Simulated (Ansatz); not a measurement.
A generated cell, not matched to a known phase here, of MgZrO₃: I4/mcm (No. 140), tI20; a = 5.5633 Å, b = 5.5633 Å, c = 7.9828 Å, α = 90.00°, β = 90.00°, γ = 90.00°; Mg 4b (0.000, 0.500, 0.250); Zr 4c (0.000, 0.000, 0.000); O 8h (0.159, 0.341, 0.000); O 4a (0.000, 0.000, 0.250). Level of theory: PBEsol (plane waves to 420 eV, PAW, scalar-relativistic; Ansatz, a first-principles code). Element references, the lowest calculated here: Mg (P6₃/mmc), Zr (P6/mmm, not the ambient form), O (C2/m, ferromagnetic, forced by one molecule a cell; α-O2 is antiferromagnetic); gases are represented by their molecular solids.

Total energies (eV/atom, σ → 0; comparable only within this code, potentials and settings):

```csv
phase,E (eV/atom)
MgZrO3 (I4/mcm),-1545.927
Mg (P6₃/mmc),-1912.052
Zr (P6/mmm),-4128.645
O (C2/m),-558.291
ZrO2 (P2₁/c),-1751.924
MgO (Fm-3m),-1237.936
```

### Question
What is the formation energy of this I4/mcm form of MgZrO3 from the elements?

### Answer
E_f = -1545.927 − [1 × (-1912.052) + 1 × (-4128.645) + 3 × (-558.291)] / 5 = -2.81 eV/atom (-14.1 eV per formula unit).

### Question
How does this cell stand against the other phases calculated?

### Answer
It lies 0.40 eV/atom above their hull: MgZrO3 → MgO + ZrO2 (ZrO2 P2₁/c, MgO Fm-3m) releases that much. A lower structure of this composition may exist.

This is the hull of the energies calculated here, no anion corrections; phases that were not calculated are missing from it. Values are rounded to 0.01 eV/atom. Not shown to be the ambient phase of their composition (a lower form may be missing, and a cell relaxed within its start's symmetry can be a saddle point): MgZrO3 (I4/mcm). The compounds carry no spin polarisation.
